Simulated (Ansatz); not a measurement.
**Does relaxation matter for the field gradients of Si3N4?**

Start: a COD entry, taken as it stands.

```cif
data_Si3N4
_symmetry_space_group_name_H-M 'P6_3/m'
_symmetry_Int_Tables_number 176
_cell_length_a 7.6272
_cell_length_b 7.6272
_cell_length_c 2.9182
_cell_angle_alpha 90.000
_cell_angle_beta 90.000
_cell_angle_gamma 120.000
loop_
_atom_site_label
_atom_site_type_symbol
_atom_site_symmetry_multiplicity
_atom_site_Wyckoff_symbol
_atom_site_fract_x
_atom_site_fract_y
_atom_site_fract_z
Si Si 6 h 0.1842 0.7704 0.2500
N7 N 2 c 0.3333 0.6667 0.2500
N9 N 6 h 0.3399 0.0357 0.2500
```

One atom of each set is listed.

All values are calculated (Ansatz; DFT, PBE, plane waves and PAW (field gradients read without the response of the frozen cores, which leaves them typically 4 to 6 % off), scalar-relativistic, 420 eV cutoff, Γ-centred 4×4×9 k-points, Fermi–Dirac smearing 0.02 eV), not measured.

The largest force at the start is 2.3 eV/Å. Relaxing the ions at fixed cell moves them by 0.069 Å at most (atom 4, Si) and 0.063 Å rms.

| site | moved (Å) | first shell before | first shell after | V_zz before (10²¹ V/m²) | η before |
| --- | --- | --- | --- | --- | --- |
| Si | 0.069 | 4 N at 1.68–1.76 Å | 4 N at 1.74 Å | -1.69 | 0.57 |
| N7 | 0.000 | 3 Si at 1.68 Å | 3 Si at 1.74 Å | -4.42 | 0.00 |
| N9 | 0.067 | 3 Si at 1.76 Å | 3 Si at 1.74 Å | -5.58 | 0.06 |

**Question.** What are V_zz and η after the relaxation?

**Answer.** 

```tsv
site	V_zz after	η after	change of V_zz
Si	0.89	0.31	–
N7	-5.18	0.00	-0.76
N9	-5.24	0.07	+0.34
```

The largest change of V_zz along a kept axis is on N7, from -4.42 to -5.18. In per cent, |V_zz| changes by -6 to +17 on N (all sites that start above 0.5, bar those whose gradient vanishes or changes sign or whose main axis turns by over 40°). On Si the largest principal value lies along another axis in the second run, so the two V_zz can't be compared directly.

Before: At this cell the principal stresses reach 7 GPa in size with PBE, which can matter for small gradients.
